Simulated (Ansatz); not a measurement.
Simulated powder pattern, Cu Kα, λ = 1.54184 Å (kinematic, ideal powder, no thermal factors, no anomalous dispersion; the 30 strongest lines at most, above 1 %, up to 2θ = 90°):

```csv
2θ (°),I/Imax (%)
23.90,100
39.52,79
46.71,49
57.12,13
62.80,20
71.68,26
76.79,14
85.08,8.4
```

The pattern belongs to a structure relaxed with the program Ansatz at the LDA level (PAW).

Pick the material that matches.
A) GaAs, zinc blende
B) GaN, zinc blende
C) BP, zinc blende
D) InSb, zinc blende

D, InSb, zinc blende

Give the lattice parameters.

a = 6.450 Å.

Space group F-43m (zinc blende). The LDA relaxation kept the symmetry of its start. Spin–orbit coupling is left out wherever it is not named.

Potentials: the earlier of the program's two PAW sets. The files were generated under PBE; for other functionals the program regenerates the frozen cores, and for LDA and PBEsol the local potential too.
